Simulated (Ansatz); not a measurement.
Relaxed-ion elastic tensor of Nb₂AlC in space group P6_3/mmc (No. 194; Al on 2d, Nb on 4f, C on 2a) in GPa (Voigt order), r²SCAN (plane waves, PAW; program Ansatz); density 6.42 g/cm³, 14.54 Å³ per atom.

```
327  108  122  0.0  0.0  0.0
108  327  122  0.0  0.0  0.0
122  122  312  0.0  0.0  0.0
0.0  0.0  0.0  148  0.0  0.0
0.0  0.0  0.0  0.0  148  0.0
0.0  0.0  0.0  0.0  0.0  110
```

Task: Is the crystal mechanically stable?

Result: Yes: the smallest eigenvalue of C is 110 GPa.

Task: Work out the Voigt, Reuss and Hill averages.

Result: K_V = 185, K_R = 185, K_H = 185; G_V = 122, G_R = 118, G_H = 120 GPa.

Task: Give Young's modulus, Poisson's ratio, Pugh's ratio and the universal anisotropy index.

Result: E = 9KG/(3K + G) = 296 GPa; ν = 0.23; K/G = 1.54 (brittle by the Pugh limit of 1.75); A_U = 5G_V/G_R + K_V/K_R − 6 = 0.16.

Task: Estimate the sound speeds and the Debye temperature.

Result: v_l = √((K + 4G/3)/ρ) = 7340 m/s, v_t = √(G/ρ) = 4320 m/s, mean 4790 m/s; Θ = (h/k)(3n/4πV)^(1/3) v_m = 585 K.

Task: Solve the Christoffel equation for the three sound speeds along x, y, z.

Result: Eigenvalues of C_ijkl n_j n_l equal ρv². In km/s, slowest first: x 4.13, 4.80, 7.13; y 4.13, 4.80, 7.13; z 4.80, 4.80, 6.98.

Task: How much does each axis shrink under pressure?

Result: Linear compressibilities β_i = Σ_j S_ij (j = 1 to 3): x 1.8, y 1.8, z 1.8 per TPa.

The workflow started from a Materials Project entry (that database holds measured and hypothetical structures alike); the Crystallography Open Database copy checked does not list it. Its standing as an ambient phase is unchecked. Symmetry was held in the r²SCAN relaxation; whether a distortion lowers the energy is not shown. No spin polarisation was allowed. As this level gives no gap, shear constants depend on the k-mesh and smearing (Fermi–Dirac, 0.1 eV here). On the denser mesh and wider smearing of the elastic run this cell carries a stress of 0.3 GPa.

Potentials: the later of the program's two PAW sets.
